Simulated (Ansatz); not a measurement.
Relaxed GaN (wurtzite):

```yaml
crystal:
  lattice:
    - [3.21838, 0.00000, 0.00000]
    - [-1.60919, 2.78720, 0.00000]
    - [0.00000, 0.00000, 5.24320]
  atoms:
    - { symbol: Ga, position: [0.66667, 0.33333, 0.00096] }
    - { symbol: Ga, position: [0.33333, 0.66667, 0.50096] }
    - { symbol: N, position: [0.66667, 0.33333, 0.62424] }
    - { symbol: N, position: [0.33333, 0.66667, 0.12424] }
```

In this cell atom 3 (N, nearest neighbour Ga at 1.967 Å; its periodic images, 3.2 Å or more away, move with it) is moved by u·(0.707, 0.707, 0.000) + v·(0.000, 0.000, 1.000); the rest is frozen.

Calculation: PBE (plane waves to 420 eV, PAW, scalar-relativistic; Ansatz, a program for electronic structure). k mesh 10×10×5 (Γ-centred), Fermi-Dirac smearing 0.05 eV. E stands for the smeared free energy. Points where atoms come too close for the PAW data are left out (x in tables, blank in figures). GaN was relaxed with its symmetry unable to fall. ΔE is measured from the undisplaced structure. Axes are in Å.

Predict the ΔE (meV/cell) at all points of the grid u = -0.650, -0.325, 0.000, 0.325, 0.650 by v = -0.650, -0.325, 0.000, 0.325, 0.650.

ΔE (meV/cell), with u across and v down:

```tsv
v \ u	-0.650	-0.325	0.000	0.325	0.650
-0.650	5187	2724	1720	3521	x
-0.325	3584	1465	601	2121	x
0.000	1822	527	0	902	x
0.325	1538	1362	1335	1515	2920
0.650	5146	x	x	x	5528
```

(A displaced cell: forces are minus the slopes of the energy, force constants its curvatures, and phonons follow from these.)
